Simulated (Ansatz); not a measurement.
In HfO2 (fluorite type) the Hf atom of the primitive cell, with all its periodic images, is moved by 0.06 Å along [111].

```yaml
crystal:
  lattice:
    - [0.00000, 2.53500, 2.53500]
    - [2.53500, 0.00000, 2.53500]
    - [2.53500, 2.53500, 0.00000]
  atoms:
    - { symbol: Hf, position: [0.00683, 0.00683, 0.00683] }
    - { symbol: O, position: [0.25000, 0.25000, 0.25000] }
    - { symbol: O, position: [0.75000, 0.75000, 0.75000] }
```
Lattice in Å, positions in fractions of it.

These are results of Ansatz, HSE06, plane waves, PAW datasets (generated soft set 1), not measurements.

Cutoff 420 eV; exchange singularity: none; k-mesh 4×4×4 Γ-centred; Fermi–Dirac smearing of 0.05 eV; no spin polarisation; no spin–orbit coupling.

Task: What force results?

Result: The force on it along the displacement is -0.3573 eV/Å, a force constant of 5.96 eV/Å².

```csv
atom,Fx (eV/Å),Fy (eV/Å),Fz (eV/Å)
Hf1,-0.2063,-0.2063,-0.2063
O2,0.1307,0.1307,0.1307
O3,0.0755,0.0755,0.0755
```

This cubic structure is a model: it isn't the usual form of the substance at ambient conditions, and such phases are metastable or hypothetical.
